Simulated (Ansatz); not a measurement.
Ge2Pt:
```
CELL_PARAMETERS angstrom
      5.77930     0.00000     0.00000
      0.00000     6.20195     0.00000
      0.00000     0.00000     2.92034
ATOMIC_POSITIONS crystal
  Ge 0.83283 0.37208 0.00000
  Ge 0.16717 0.62792 0.00000
  Ge 0.33283 0.12792 0.50000
  Ge 0.66717 0.87208 0.50000
  Pt 0.00000 0.00000 0.00000
  Pt 0.50000 0.50000 0.50000
```

Relaxed with PBEsol. Special points in fractions of this cell's reciprocal vectors: Γ (0.000, 0.000, 0.000); X (0.500, 0.000, 0.000); S (0.500, 0.500, 0.000); Y (0.000, 0.500, 0.000); Z (0.000, 0.000, 0.500); U (0.500, 0.000, 0.500); R (0.500, 0.500, 0.500); T (0.000, 0.500, 0.500).

List the band energies nearest the Fermi level at these points for the program Ansatz at the PBEsol level (PAW).

In eV from the Fermi level; about four levels below and three above (degenerate sets whole), none deeper than 8.9 eV; points with the same levels are listed once.

```
k                    below                above
-  -----------------------  -------------------
Γ  -2.43 -2.36 -2.34 -2.23       1.53 4.35 5.33
X  -2.42 -2.42 -1.00 -1.00  3.81 3.81 4.10 4.10
S  -2.20 -2.20 -0.64 -0.64  1.10 1.10 4.54 4.54
Y  -2.43 -2.43 -0.90 -0.90  2.86 2.86 3.65 3.65
Z  -1.35 -1.35 -0.03 -0.03  1.90 1.90 2.96 2.96
U  -2.25 -2.25 -1.11 -1.11  0.34 0.34 2.21 2.21
R  -2.76 -2.76 -0.16 -0.16  0.99 0.99 2.93 2.93
T  -1.40 -1.40 -0.44 -0.44  0.56 0.56 0.93 0.93
```

Space group Pnnm. The first step of the workflow began from a Materials Project structure, measured or hypothetical; the Crystallography Open Database files this formula in space group No. 58, but the cells were not matched. Its standing as an ambient phase is unchecked. The cell was relaxed with PBEsol under the symmetry of its start; of distortions, only those at the zone centre were tested. The run is not spin-polarised. Scalar-relativistic: spin–orbit coupling is off unless named, which matters more the heavier the elements.

Potentials: the later of the program's two PAW sets.
